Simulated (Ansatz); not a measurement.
Trial structure of K2Nb2O, not yet relaxed:

```
CELL_PARAMETERS angstrom
4.52192 0.00000 0.00000
-2.26096 3.91610 0.00000
0.00000 0.00000 7.95658
ATOMIC_POSITIONS crystal
K 0.00000 0.00000 0.68619
K 0.00000 0.00000 0.31381
Nb 0.33333 0.66667 0.00000
Nb 0.66667 0.33333 0.00000
O 0.00000 0.00000 0.00000
```

Theory: DFT PBE, scalar-relativistic, plane waves, PAW in Ansatz. Settings: cutoff 420 eV, Γ-centred mesh 6×6×2 on the computed 5-atom cell, Gaussian smearing of 0.10 eV; no spin polarisation.

Energies over the elements count from the elements' standard structures at the same level (O₂ as a molecule), with no fitted energy shifts.

Task: How far from equilibrium is it?

Result: The pressure is -1.0 GPa (the mean over three directions, positive in compression), the largest force is 0.18 eV/Å, and the energy is +0.57 eV/atom against the elements. The shortest distance is 2.50 Å.

Task: Is it a good guess?

Result: A fair one: relaxing gains about 0.10 eV/atom (the start's value is from the coarse mesh, so the gain is rough) in 14 ionic steps and ends at +0.46 eV/atom on the finer mesh. The symmetry stays P6/mmm (No. 191). The volume per atom grows by 16.8 %, from 28.2 to 32.9 Å³. The shortest distance goes from 2.50 Å (K–O) to 2.49 Å (Nb–O and Nb–Nb). The ratio c/a of the conventional cell changes by a factor of 1.35. Conventional cell: a = 4.314 Å, c = 10.212 Å. Around K lie 1 O at 2.79 Å, 6 Nb at 3.74 Å and 6 K at 4.31 Å; Nb has 3 O at 2.49 Å, 3 Nb at 2.49 Å and 6 K at 3.74 Å; around O lie 6 Nb at 2.49 Å and 2 K at 2.79 Å.

The last run used a 12×12×4 mesh (in the run's order of axes) for its 5-atom cell and Gaussian smearing of 0.10 eV. The cell is a metal run without spin; a magnetic state may lie lower. The relaxation can't lower the symmetry of the start, and the grade says only how near the guess is to its own end. Symmetry constrained the relaxation, so the result can be a saddle point. Another cell of K2Nb2O relaxed alike, in P-3m1, lies 0.55 eV/atom lower, so this cell isn't the stable form at this level.
